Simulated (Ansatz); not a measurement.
HfCo$_{3}$B$_{2}$ in space group P6/mmm (No. 191; B on 2c, Co on 3g, Hf on 1a) at seven volumes, DFT-r²SCAN in the program Ansatz with PAW potentials, shape and atoms relaxed at each. One row is withheld.

| V (Å³/atom) | P (GPa) |
|---|---|
| 9.123 | 31.28 |
| 9.424 | 19.17 |
| 9.725 | ? |
| 10.026 | 0.01 |
| 10.326 | -7.53 |
| 10.627 | -13.97 |
| 10.928 | -19.47 |

**Question.** Fit the shown pressures and predict the withheld one.

**Answer.** Third-order Birch–Murnaghan: P = (3/2)B₀(x^(7/2) − x^(5/2))[1 + (3/4)(B′ − 4)(x − 1)] with x = (V₀/V)^(2/3). Least squares on the six rows gives V₀ = 10.026 Å³/atom, B₀ = 271.3 GPa, B′ = 4.24. At V = 9.725, x = 1.0205 and P = 8.82 GPa. The run itself gave 8.83 GPa.

The workflow started from an entry of the Crystallography Open Database (COD). Its standing as an ambient phase is unchecked. Symmetry was held in the r²SCAN relaxation; its stability against distortions is not shown here. The workflow began spin-polarised and lost its moments. Scalar-relativistic: spin–orbit coupling is off unless named, which matters more the heavier the elements.

Potentials: the later of the program's two PAW sets.
